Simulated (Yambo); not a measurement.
G0W0@PBEsol for Rb2LiYF6 (space group Fm-3m, No. 225) in Yambo (2×2×2 mesh, 8 Ry block, plasmon pole, screening fixed), without a terminator:

| bands N in G | gap Γ → Γ (eV) | shift of the valence edge (eV) |
|---|---|---|
| 119 | 10.053 | -1.801 |
| 202 | 10.104 | -2.010 |
| 312 | 10.167 | -2.145 |

Q: Extrapolate both columns to infinite N with E(N) = E∞ + A/N, test the form, and compare with the terminator.

A: From two points, E∞ = (N2 E2 − N1 E1)/(N2 − N1). The two largest N give 10.28 eV for the gap and -2.39 eV for the shift; the two smallest give 10.18 eV and -2.31 eV. For the gap the slopes A are -15 and -36 eV: the form isn't reached, and its limit is uncertain. For the shift the slopes A are 61 and 77 eV: the form isn't reached, and its limit is uncertain. With the Bruneval-Gonze terminator and 312 bands the run gives 10.28 eV and -2.33 eV, 0.01 eV and 0.06 eV from the extrapolated values: the terminator too is an estimate of the remainder. Block, mesh and the bands in W are held fixed.

Geometry of the Materials Project entry, not relaxed at this level; primitive cell a = b = c = 6.1612 Å, α = β = γ = 60.00°.

The structure is a Materials Project entry; no match was found in the copy of COD used, and its stability was not checked.

A shift is the quasiparticle energy of the state minus its PBEsol energy.
